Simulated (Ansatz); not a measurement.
BiTeBr in space group P3m1 (No. 156; Bi on 1a, Te on 1b, Br on 1c), the program Ansatz at the r²SCAN+D4 level (PAW). The conduction-band minimum lies at A, with 1 equivalent valley. Second derivatives d²E/dk² of the lowest band at one valley (eV·Å²), along Cartesian directions:

```csv
direction,d²E/dk²
[100],48.96
[010],48.96
[001],10.42
[110],48.96
[101],29.70
[011],29.66
```

### Question
Find the principal effective masses, the density-of-states mass and the conductivity mass.

### Answer
Off-diagonal terms follow from H_xy = H[110] − (H_xx + H_yy)/2, and m*/mₑ = 7.620 eV·Å² over each eigenvalue: 0.16, 0.16, 0.73. One valley's DOS mass (m₁m₂m₃)^(1/3) = 0.26, conductivity mass 3/(Σ 1/mᵢ) = 0.21 mₑ.

### Question
What effective density of states Nc follows at 300 K for parabolic valleys?

### Answer
Nc = 2.509e19 × 1 × (0.26)^(3/2) ≈ 3.3e18 cm⁻³.

The first step of the workflow began from a Materials Project structure, measured or hypothetical; the Crystallography Open Database copy checked does not list it. With Te and Br taken as one species the cell has the higher symmetry P-3m1, so it may be an ordered model of a mixed-site phase. Whether it is the stable phase at ambient conditions was not checked. The r²SCAN+D4 relaxation kept the symmetry of its start; whether a distortion lowers the energy is not shown. Scalar-relativistic: spin–orbit coupling is off unless named, which matters more the heavier the elements.

Potentials: the later of the program's two PAW sets.

Edges and masses are those of Kohn–Sham bands, whose gap is no quasiparticle gap.
